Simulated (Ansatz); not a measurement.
LaB$_{2}$C$_{2}$ in space group P4/mbm (No. 127; La on 2a, B on 4h, C on 4h), PBE in the plane-wave PAW code Ansatz, all energies at zero smearing, with the estimated change up to a 700 eV cutoff added, with one set of potentials and settings (totals compare only within such a set). Cell of 10 atoms (2 La, 4 B, 4 C): -14132.013 eV.

```csv
element,reference phase,E (eV/atom)
La,"P6_3/mmc, 4 atoms in the cell",-6250.0953
B,"R-3m, 12 atoms in the cell",-155.9161
C,"P6_3/mmc, 4 atoms in the cell",-250.9479
```

Formation energy per atom, worked out: (-14132.013 − 2×(-6250.0953) − 4×(-155.9161) − 4×(-250.9479))/10 = -0.437 eV/atom (-42 kJ per mol of atoms), at 0 K, without zero-point energy or fitted corrections.

The workflow started from an entry of the Crystallography Open Database (COD), which files this formula under 2 space groups. Whether it is the stable phase at ambient conditions was not checked. Symmetry was held in the PBE relaxation; whether a distortion lowers the energy is not shown. The references are the lowest solids computed at this level, not always the standard phases. Spin–orbit coupling is left out wherever it is not named.

Potentials: the later of the program's two PAW sets.
